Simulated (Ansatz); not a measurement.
One crystal and one scan (energy against volume) at two levels, r2SCAN (plane waves to 500 eV, PAW, scalar-relativistic; Ansatz, a first-principles code) and PBE (plane waves to 420 eV, PAW, scalar-relativistic; Ansatz), each from its own relaxed cell and on its own mesh. The cell shown is that of r2SCAN.

ZrO₂ (tetragonal-ZrO2 type, space group P4_2/nmc)

```xyz
6
Lattice="3.6011 0.0000 0.0000 0.0000 3.6011 0.0000 0.0000 0.0000 5.2301" Properties=species:S:1:pos:R:3 pbc="T T T"
Zr     0.0000     0.0000     0.0000
Zr     1.8006     1.8006     2.6150
O      0.0000     1.8006     1.0271
O      0.0000     1.8006     3.6421
O      1.8006     0.0000     1.5880
O      1.8006     0.0000     4.2030
```

The volume is varied about the relaxed value V₀ at fixed cell shape. The atoms relax within the cell's symmetry.

Energies are smeared free energies. The PAW data are Ansatz's earlier set. This is a high-temperature form of ZrO2. ZrO2 is run without spin polarisation. ZrO2 was relaxed with its symmetry unable to fall. With the shape held, the modulus is that of even scaling; a crystal free to change shape is softer. Percentages come from the unrounded values. Both scans cover V/V₀ from 0.840 to 1.160.

Results of r2SCAN:

- Lattice constant a (Å) = 3.601
- Lattice constant c (Å) = 5.230
- Relaxed volume (Å³/atom) = 11.30
- Band gap of the relaxed cell, no spin-orbit coupling (eV) = 4.60
- Pressure at the smallest volume (GPa) = 51.2
- Energy cost of the largest compression (meV/atom) = 244.9
- Energy cost of the largest expansion (meV/atom) = 132.1
- Bulk modulus at fixed cell shape B₀ (third-order Birch-Murnaghan fit) (GPa) = 194.3
- Pressure for 5 % compression (fit) (GPa) = 11.3

Q: Estimate the PBE values.

A: 
```json
[
 {"quantity": "Lattice constant a (Å)", "PBE": "3.621", "r2SCAN − PBE": "-0.020 (-0.5 %)"},
 {"quantity": "Lattice constant c (Å)", "PBE": "5.284", "r2SCAN − PBE": "-0.054 (-1.0 %)"},
 {"quantity": "Relaxed volume (Å³/atom)", "PBE": "11.55", "r2SCAN − PBE": "-0.25 (-2.1 %)"},
 {"quantity": "Band gap of the relaxed cell, no spin-orbit coupling (eV)", "PBE": "4.04", "r2SCAN − PBE": "+0.56 (+14 %)"},
 {"quantity": "Pressure at the smallest volume (GPa)", "PBE": "45.7", "r2SCAN − PBE": "+5.5 (+12 %)"},
 {"quantity": "Energy cost of the largest compression (meV/atom)", "PBE": "222.9", "r2SCAN − PBE": "+22.0 (+9.9 %)"},
 {"quantity": "Energy cost of the largest expansion (meV/atom)", "PBE": "118.9", "r2SCAN − PBE": "+13.2 (+11 %)"},
 {"quantity": "Bulk modulus at fixed cell shape B₀ (third-order Birch-Murnaghan fit) (GPa)", "PBE": "172.0", "r2SCAN − PBE": "+22.3 (+13 %)"},
 {"quantity": "Pressure for 5 % compression (fit) (GPa)", "PBE": "10.0", "r2SCAN − PBE": "+1.3 (+13 %)"}
]
```

r2SCAN gives the higher value for: band gap of the relaxed cell, no spin-orbit coupling; pressure at the smallest volume; energy cost of the largest compression; energy cost of the largest expansion; bulk modulus at fixed cell shape B₀; pressure for 5 % compression. r2SCAN gives the lower value for: lattice constant a; lattice constant c; relaxed volume. Neither level is exact: the differences show how much the result hangs on the functional.

(Under strain, the slope of the energy per volume gives the stress and its curvature an elastic modulus.)
